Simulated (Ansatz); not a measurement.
Data:

CuAu3:
```cif
data_Au3Cu
_chemical_formula_sum 'Au3 Cu1'
_space_group_name_H-M_alt 'Pm-3m'
_space_group_IT_number 221
_space_group_name_Hall '-P 4 2 3'
_cell_length_a 4.01108
_cell_length_b 4.01108
_cell_length_c 4.01108
_cell_angle_alpha 90.000
_cell_angle_beta 90.000
_cell_angle_gamma 90.000
loop_
_atom_site_label
_atom_site_type_symbol
_atom_site_symmetry_multiplicity
_atom_site_Wyckoff_symbol
_atom_site_fract_x
_atom_site_fract_y
_atom_site_fract_z
_atom_site_occupancy
Au1 Au 3 c 0.00000 0.50000 0.50000 1
Cu1 Cu 1 a 0.00000 0.00000 0.00000 1
```

This is the r²SCAN-relaxed structure.

Question: All from r²SCAN (plane waves, PAW; program Ansatz), unless another level is named. Predict the density of states at the Fermi level.

Answer: 0.27 states/eV per atom (mean over ±0.08 eV).

Question: Give the formation energy from the elements (no fitted shifts).

Answer: -0.021 eV/atom.

The workflow started from an entry of the Crystallography Open Database (COD). Whether it is the stable phase at ambient conditions was not checked. The r²SCAN relaxation kept the symmetry of its start; whether a distortion lowers the energy is not shown. No spin polarisation was allowed. The references are the lowest solids computed at this level, not always the standard phases. Spin–orbit coupling is left out wherever it is not named.

Potentials: the later of the program's two PAW sets.
